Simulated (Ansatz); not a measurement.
Level of theory: Ansatz, DFT PBE, scalar-relativistic, plane waves, PAW. Each cell gets a short relaxation within its symmetry: 420 eV, a coarse mesh through Γ, smearing of 0.2 eV, at most 16 steps to 0.08 eV/Å and 0.8 GPa. No spin polarisation. Energies are free energies per atom, good to about 0.1 eV/atom between metallic cells, end volumes are rough, and groups of ends are read at 0.1 Å.

Two trial cells of Sn2Bi3O3, not yet relaxed:

A.

```xyz
16
Lattice="8.2100 0.0000 0.0000 -4.1050 7.1101 0.0000 0.0000 0.0000 5.7500" Properties=species:S:1:pos:R:3 pbc="T T T"
Sn    4.1050    2.3700    2.8750
Sn    4.1050    2.3700    0.0000
Sn    0.0000    4.7400    0.0000
Sn    0.0000    4.7400    2.8750
Bi    3.0992    5.3680    1.4375
Bi   -1.0058    1.7420    1.4375
Bi    2.0115    0.0000    1.4375
Bi   -3.0992    5.3680    4.3125
Bi    6.1985    0.0000    4.3125
Bi    1.0058    1.7420    4.3125
O     4.9670    0.0000    1.4375
O     1.6215    2.8085    1.4375
O    -2.4835    4.3016    1.4375
O     3.2430    0.0000    4.3125
O     2.4835    4.3016    4.3125
O    -1.6215    2.8085    4.3125
```

B.

```xyz
8
Lattice="3.9229 2.2649 3.2070 -3.9229 2.2649 3.2070 0.0000 -4.5298 3.2070" Properties=species:S:1:pos:R:3 pbc="T T T"
Sn    0.0000    0.0000    7.1853
Sn    0.0000    0.0000    2.4357
Bi   -0.9820   -1.7009    4.8105
Bi    1.9640    0.0000    4.8105
Bi   -0.9820    1.7009    4.8105
O     0.9855   -2.8227    3.2070
O     1.9518    2.2649    3.2070
O    -2.9373    0.5579    3.2070
```

Question: Which is lower as given, and which after relaxing?

Answer: As given, A is lower by 0.20 eV/atom. Relaxed, B is lower by 0.24 eV/atom, so the order turns round. A goes from P6_3/mcm at 21.0 Å³/atom to P6_3/mcm at 21.1 Å³/atom and gains 0.19 eV/atom. B goes from R32 at 21.4 Å³/atom to R32 at 22.6 Å³/atom and gains 0.62 eV/atom. The closest pair in A goes from Bi–O at 2.84 Å to Bi–O at 2.54 Å. The closest pair in B goes from Bi–O at 2.78 Å to Sn–O at 2.14 Å. At the end: counting O atoms around Bi and Sn (those within 1.25 times the shortest such distance or 1.15 times the sum of covalent radii, 1.27 where that leaves under three; a plus sign parts nearer from farther groups; the shortest distance is added where it exceeds 1.18 times the sum of covalent radii), A has Sn 6 from 2.9 Å, Bi 3 from 2.5 Å and B has Sn 3, Bi 2+2 from 2.9 Å. The lowest end among all the guesses of this search lies 0.21 eV/atom under the better of the two.

These runs have no spin–orbit coupling, which can matter for Bi.
